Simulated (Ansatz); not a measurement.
MoPd:
```cif
data_MoPd
_chemical_formula_sum 'Pd1 Mo1'
_space_group_name_H-M_alt 'P4/mmm'
_space_group_IT_number 123
_space_group_name_Hall '-P 4 2'
_cell_length_a 2.69517
_cell_length_b 2.69517
_cell_length_c 4.12538
_cell_angle_alpha 90.000
_cell_angle_beta 90.000
_cell_angle_gamma 90.000
loop_
_atom_site_label
_atom_site_type_symbol
_atom_site_symmetry_multiplicity
_atom_site_Wyckoff_symbol
_atom_site_fract_x
_atom_site_fract_y
_atom_site_fract_z
_atom_site_occupancy
Pd1 Pd 1 a 0.00000 0.00000 0.00000 1
Mo1 Mo 1 d 0.50000 0.50000 0.50000 1
```

Relaxed with r²SCAN.

Problem. Which orbitals make up the states near the Fermi level in r²SCAN in the plane-wave PAW code Ansatz?

Solution. Within 0.5 eV of the Fermi level: Mo 4d 64 %, Pd 4d 28 %. Projections are on Löwdin-orthogonalised atomic valence shells; empty p or d shells of many metals are not among them.

Problem. Tabulate the density of states.

Solution. States/eV per cell of 2 atoms, in 0.25 eV bins, energy from the Fermi level.

| E (eV) | total | Pd 4d | Mo 4d | Mo 5s |
|---|---|---|---|---|
| -7.85 | 0.04 | 0.00 | 0.00 | 0.03 |
| -7.60 | 0.08 | 0.00 | 0.00 | 0.07 |
| -7.35 | 0.11 | 0.00 | 0.00 | 0.09 |
| -7.10 | 0.14 | 0.00 | 0.00 | 0.12 |
| -6.85 | 0.17 | 0.01 | 0.01 | 0.14 |
| -6.60 | 0.21 | 0.01 | 0.01 | 0.16 |
| -6.35 | 0.35 | 0.07 | 0.04 | 0.19 |
| -6.10 | 1.04 | 0.47 | 0.26 | 0.24 |
| -5.85 | 2.38 | 1.30 | 0.65 | 0.31 |
| -5.60 | 3.32 | 2.04 | 0.86 | 0.31 |
| -5.35 | 4.47 | 2.90 | 1.09 | 0.37 |
| -5.10 | 3.76 | 2.54 | 0.98 | 0.16 |
| -4.85 | 3.24 | 2.32 | 0.78 | 0.07 |
| -4.60 | 2.46 | 1.83 | 0.55 | 0.03 |
| -4.35 | 3.31 | 2.60 | 0.62 | 0.04 |
| -4.10 | 2.31 | 1.82 | 0.41 | 0.04 |
| -3.85 | 2.27 | 1.60 | 0.50 | 0.07 |
| -3.60 | 2.79 | 1.99 | 0.61 | 0.08 |
| -3.35 | 2.46 | 1.85 | 0.45 | 0.06 |
| -3.10 | 2.50 | 1.87 | 0.50 | 0.05 |
| -2.85 | 3.56 | 2.40 | 1.01 | 0.08 |
| -2.60 | 3.55 | 1.98 | 1.35 | 0.14 |
| -2.35 | 2.80 | 1.29 | 1.28 | 0.13 |
| -2.10 | 2.70 | 1.19 | 1.29 | 0.13 |
| -1.85 | 2.48 | 1.06 | 1.20 | 0.13 |
| -1.60 | 2.15 | 0.80 | 1.12 | 0.13 |
| -1.35 | 1.92 | 0.50 | 1.17 | 0.15 |
| -1.10 | 1.89 | 0.45 | 1.21 | 0.13 |
| -0.85 | 1.32 | 0.34 | 0.83 | 0.08 |
| -0.60 | 1.10 | 0.29 | 0.68 | 0.06 |
| -0.35 | 1.77 | 0.66 | 0.97 | 0.06 |
| -0.10 | 1.51 | 0.41 | 0.95 | 0.06 |
| 0.15 | 2.04 | 0.51 | 1.39 | 0.06 |
| 0.40 | 2.20 | 0.55 | 1.51 | 0.05 |
| 0.65 | 1.59 | 0.32 | 1.15 | 0.03 |
| 0.90 | 1.22 | 0.18 | 0.92 | 0.04 |
| 1.15 | 1.30 | 0.13 | 1.03 | 0.06 |
| 1.40 | 1.53 | 0.13 | 1.25 | 0.08 |
| 1.65 | 2.28 | 0.26 | 1.79 | 0.12 |
| 1.90 | 2.37 | 0.25 | 1.85 | 0.12 |
| 2.15 | 2.63 | 0.26 | 2.02 | 0.13 |
| 2.40 | 2.02 | 0.20 | 1.50 | 0.14 |
| 2.65 | 1.26 | 0.10 | 0.84 | 0.13 |
| 2.90 | 0.93 | 0.06 | 0.55 | 0.11 |
| 3.15 | 0.86 | 0.04 | 0.47 | 0.10 |
| 3.40 | 0.70 | 0.03 | 0.30 | 0.09 |
| 3.65 | 0.59 | 0.03 | 0.19 | 0.08 |
| 3.90 | 0.54 | 0.02 | 0.15 | 0.07 |
| 4.15 | 0.49 | 0.02 | 0.13 | 0.06 |
| 4.40 | 0.46 | 0.02 | 0.11 | 0.06 |
| 4.65 | 0.44 | 0.01 | 0.10 | 0.05 |

The start of the workflow was typed in or built on a structure type; neither database checked (COD, Materials Project) lists it. Its standing as an ambient phase is unchecked. The cell was relaxed with r²SCAN under the symmetry of its start; whether a distortion lowers the energy is not shown. No spin polarisation was allowed. Scalar-relativistic: spin–orbit coupling is off unless named, which matters more the heavier the elements.

Potentials: the later of the program's two PAW sets.
